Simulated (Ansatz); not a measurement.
Problem. Each is relaxed and computed with the program Ansatz at the r²SCAN level (PAW). Which is the only metal?
(A) GaGeTe, R-3m (Ga on 6c, Ge on 6c, Te on 6c)
(B) GeTePt, P2_13 (Ge on 4a, Te on 4a, Pt on 4a)
(C) YSF, P4/nmm (Y on 2c, S on 2c, F on 2a)
(D) Y5Ge3, P6_3/mcm (Y on 6g, Y on 4d, Ge on 6g)

Solution. D, Y5Ge3, P6_3/mcm (Y on 6g, Y on 4d, Ge on 6g). Y5Ge3: metal; YSF: gap 1.77 eV (direct); GaGeTe: gap 0.60 eV (direct); GeTePt: gap 0.37 eV (indirect). Standing as an ambient phase not checked: Y5Ge3, P6_3/mcm (Y on 6g, Y on 4d, Ge on 6g); YSF, P4/nmm (Y on 2c, S on 2c, F on 2a); GaGeTe, R-3m (Ga on 6c, Ge on 6c, Te on 6c); GeTePt, P2_13 (Ge on 4a, Te on 4a, Pt on 4a). Weakly bound layers, chains or molecules computed without a dispersion correction, so cells and soft constants are ill determined: GaGeTe, R-3m (Ga on 6c, Ge on 6c, Te on 6c). All cells were relaxed under the symmetry of their starts (and spin orders); stability against distortions was not tested throughout. Rows with no word on spin ran without spin polarisation. Spin–orbit coupling is left out wherever it is not named.

Potentials: the earlier of the program's two PAW sets.
